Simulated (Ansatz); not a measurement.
### Question
Name crystals whose computed values (PBEsol (plane waves, PAW; program Ansatz)) fall in these windows: B₀ by P(V) fit (GPa) 190 to 260; highest Γ mode, no LO–TO term (cm⁻¹) 640 to 860.

### Answer


| crystal | B₀ by P(V) fit (GPa) | highest Γ mode, no LO–TO term (cm⁻¹) |
|---|---|---|
| Ta2GeB2, P-6m2 (Ta on 2h, Ge on 1a, B on 1b, B on 1f) | 239 | 741 |
| ZrB2, P6/mmm (Zr on 1a, B on 2d) | 250 | 786 |
| CdSiN2, R-3m (Cd on 3a, Si on 3b, N on 6c) | 217 | 673 |
| Nb2AlB2, P-6m2 (Nb on 2h, Al on 1a, B on 1b, B on 1f) | 191 | 786 |
| AlCr2C, P6_3/mmc (Al on 2d, Cr on 4f, C on 2a) | 201 | 698 |
Others may fit too.

Typed or built starts, not in the databases checked: Ta2GeB2, P-6m2 (Ta on 2h, Ge on 1a, B on 1b, B on 1f); CdSiN2, R-3m (Cd on 3a, Si on 3b, N on 6c); Nb2AlB2, P-6m2 (Nb on 2h, Al on 1a, B on 1b, B on 1f). All cells were relaxed under the symmetry of their starts (and spin orders); stability against distortions was not tested throughout. Named crystals with no word on spin ran without spin polarisation. Scalar-relativistic: spin–orbit coupling is off unless named, which matters more the heavier the elements.

Potentials: the earlier of the program's two PAW sets. The files were generated under PBE; for other functionals the program regenerates the frozen cores, and for LDA and PBEsol the local potential too.
